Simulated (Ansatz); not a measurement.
Na₃Cl:
```xyz
4
Lattice="3.4986 0.0000 0.0000 0.0000 3.4986 0.0000 0.0000 0.0000 9.6503" Properties=species:S:1:pos:R:3 pbc="T T T"
Na     0.0000     0.0000     4.8252
Na     1.7493     1.7493     7.9775
Na     1.7493     1.7493     1.6729
Cl     0.0000     0.0000     0.0000
```

This is the r²SCAN-relaxed structure.

### Question
All from r²SCAN in the plane-wave PAW code Ansatz, unless another level is named. Give the electronic character.

### Answer
metallic (no gap).

### Question
What about the formation energy from the elements (no fitted shifts)?

### Answer
-0.88 eV/atom.

### Question
And the density of states at the Fermi level?

### Answer
0.29 states/eV per atom (mean over ±0.08 eV).

Space group P4/mmm. The first step of the workflow began from a Materials Project structure, measured or hypothetical; the Crystallography Open Database copy checked does not list it. Its standing as an ambient phase is unchecked. Symmetry was held in the r²SCAN relaxation; whether a distortion lowers the energy is not shown. The references are the lowest solids computed at this level, not always the standard phases (solids in place of the gases).

Potentials: the later of the program's two PAW sets.
